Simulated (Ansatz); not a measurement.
Relaxed-ion elastic tensor of GePt in space group Pnma (No. 62; Pt on 4c, Ge on 4c) in GPa (Voigt order), plane-wave PAW LDA (Ansatz code); density 14.03 g/cm³, 15.84 Å³ per atom.

```csv
,1,2,3,4,5,6
1,253,155,137,0.0,0.0,0.0
2,155,238,138,0.0,0.0,0.0
3,137,138,244,0.0,0.0,0.0
4,0.0,0.0,0.0,79.5,0.0,0.0
5,0.0,0.0,0.0,0.0,89.7,0.0
6,0.0,0.0,0.0,0.0,0.0,62.6
```

Q: Is the crystal mechanically stable?

A: Yes: the smallest eigenvalue of C is 62.6 GPa.

Q: Work out the Voigt, Reuss and Hill averages.

A: K_V = 177, K_R = 177, K_H = 177; G_V = 66.8, G_R = 63.0, G_H = 64.9 GPa.

Q: Give Young's modulus, Poisson's ratio, Pugh's ratio and the universal anisotropy index.

A: E = 9KG/(3K + G) = 174 GPa; ν = 0.34; K/G = 2.73 (ductile by the Pugh limit of 1.75); A_U = 5G_V/G_R + K_V/K_R − 6 = 0.31.

Q: Estimate the sound speeds and the Debye temperature.

A: v_l = √((K + 4G/3)/ρ) = 4330 m/s, v_t = √(G/ρ) = 2150 m/s, mean 2410 m/s; Θ = (h/k)(3n/4πV)^(1/3) v_m = 286 K.

Q: How much does each axis shrink under pressure?

A: Linear compressibilities β_i = Σ_j S_ij (j = 1 to 3): x 1.6, y 1.9, z 2.1 per TPa.

The LDA relaxation kept the symmetry of its start. The run is not spin-polarised. As this level gives no gap, shear constants depend on the k-mesh and smearing (Fermi–Dirac, 0.1 eV here). On the denser mesh and wider smearing of the elastic run this cell carries a stress of 0.4 GPa. Scalar-relativistic: spin–orbit coupling is off unless named, which matters more the heavier the elements.

Potentials: the later of the program's two PAW sets.
